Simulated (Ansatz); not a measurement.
The end point of a relaxation of Fe₂Si. Space group I4/mmm (No. 139). Computed with r2SCAN (plane waves to 500 eV, PAW, scalar-relativistic; Ansatz, a first-principles code).

```xyz
6
Lattice="-1.9622 1.9622 5.2325 1.9622 -1.9622 5.2325 1.9622 1.9622 -5.2325" Properties=species:S:1:pos:R:3 pbc="T T T"
Fe     0.0000     1.9622     2.6163
Fe     1.9622     0.0000     2.6163
Fe     0.0000     0.0000     1.2413
Fe     0.0000     0.0000     9.2238
Si     0.0000     1.9622     0.0000
Si     1.9622     0.0000     0.0000
```

```yaml
volume_per_atom: 13.43 Å³
density: 5.76 g/cm³
band_gap: zero (metallic)
magnetic_moment: net 1.43 μB/atom, ferromagnetic
shortest_distances: Fe–Si 2.32 Å; Fe–Fe 2.40 Å; Si–Si 2.77 Å
k-mesh: 15×15×15
```

Spin state reached: ferromagnetic (net 1.43 μB/atom), from parallel starting moments; other spin orders were not run from this start. r2SCAN tends to overstate moments in metals.

The run could not lose the symmetry of its start.

The first start was generated by a random draw of sites in a space group. Materials Project lists a structure of Fe2Si in the same space group, I4/mmm (No. 139); the sites were not compared with it, nor with measured phases.
